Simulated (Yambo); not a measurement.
A G0W0@PBEsol run in Yambo for Ca2RuH6 (space group Fm-3m, No. 225) (4×4×4 Γ-centred k mesh, bands 5 to 174 and a 8 Ry block in the screening, 174 bands in G with the Bruneval-Gonze terminator, plasmon pole fitted at 27.2 eV) gives these matrix elements, in eV, at the band edges (W → X):

```
state               E0    <Vxc>     <Σx>  <Σc(E0)>      Z
---------------  -----  -------  -------  --------  -----
valence edge     0.000  -18.721  -22.605     3.319  0.778
conduction edge  2.342  -15.157  -10.464    -3.575  0.813
```

Problem. Solve the linearised quasiparticle equation for both states, give the gap, and say how exchange and correlation each act on it.

Solution. E = E0 + Z(Σx + Σc − Vxc). Valence: 0.000 + 0.778 × (-22.605 + (3.319) − (-18.721)) = -0.44 eV. Conduction: 2.342 + 0.813 × (-10.464 + (-3.575) − (-15.157)) = 3.25 eV. The gap is 3.69 eV, against 2.34 eV in PBEsol. Replacing Vxc by bare exchange alone would open it by 8.58 eV; correlation takes back 6.89 eV of that, and Z scales what is left. Nearest settings tried, and what they do to the gap: 111 bands in G: +4 meV; 81 bands in W: -16 meV; 3 Ry block (65 vectors against 283): -54 meV. Not varied: mesh. So the settings aren't converged at that level. Spin-orbit splittings are left out.

Geometry of the Materials Project entry, not relaxed at this level; primitive cell a = b = c = 5.0865 Å, α = β = γ = 60.00°.

The structure is a Materials Project entry; no match was found in the copy of COD used, and its stability was not checked.
